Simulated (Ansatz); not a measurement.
# What moves the field gradients of MoS₂?

Cell of run 1: an entry of the Crystallography Open Database (COD).

Space group P6_3/mmc (No. 194); a = 3.1400, c = 12.5300 Å, γ = 120.00°.

```csv
site,Wyckoff,site symmetry,x,y,z
Mo,2c,-6m2,0.3333,0.6667,0.2500
S,4f,3m.,0.3333,0.6667,0.6250
```

One atom of each set is listed.

Relaxed positions (PBE, cell held):

Mo (0.3333, 0.6667, 0.2500)
S (0.3333, 0.6667, 0.6245)

All runs are DFT with Ansatz 0.2.0 (plane waves and PAW, scalar-relativistic unless spin–orbit coupling is named, Γ-centred meshes, Fermi–Dirac smearing where given) in this cell. Start moments of run 1 as typed (μB): 2 on each Mo, none on the rest.

Run 1: PBE, parallel start moments, atoms as given; 420 eV, 16×16×4 k-points, smearing 0.02 eV.
Run 2: PBE, parallel start moments, atoms relaxed; 420 eV, 16×16×4 k-points, smearing 0.02 eV.
Run 3: r2SCAN, parallel start moments, at the relaxed atoms; 500 eV, 16×16×4 k-points, smearing 0.02 eV.
Run 4: PBE with spin–orbit coupling, parallel start moments, at the relaxed atoms; 420 eV, 16×16×4 k-points, smearing 0.02 eV.
Run 5: LDA, parallel start moments, at the relaxed atoms; 420 eV, 16×16×4 k-points, smearing 0.02 eV.
Run 6: PBEsol, parallel start moments, at the relaxed atoms; 420 eV, 16×16×4 k-points, smearing 0.02 eV.

```tsv
run	Mo V_zz (η)	S V_zz (η)
1	-7.33 (0.00)	-5.30 (0.00)
2	-7.15 (0.00)	-5.18 (0.00)
3	-7.27 (0.00)	-5.23 (0.00)
4	?	?
5	-7.24 (0.00)	-5.19 (0.00)
6	-7.10 (0.00)	-5.19 (0.00)
```

V_zz in 10²¹ V/m².

(1) Estimate the row of run 4.

Results:

(1) Mo: -7.18 (0.00); S: -5.16 (0.00). It lies nearest to run 2, from whose tensors on these sites it differs by 0.03 at most (largest principal value of the difference, on Mo). Taken one at a time, the positions of the atoms (as given or relaxed) move the tensors on these sites by up to 0.18 (largest principal value of the change, on Mo), the functional (between the two that differ most) by 0.17 (Mo), spin–orbit coupling by 0.03 (Mo).

In run 3 the program didn't check the stability of the electronic state in full, so a lower one may lie near. In runs 1, 2, 3, 4, 5, 6 the start moments die out. In runs 5, 6 the atoms aren't at the calculated equilibrium (largest force 0.44, 0.26 eV/Å).
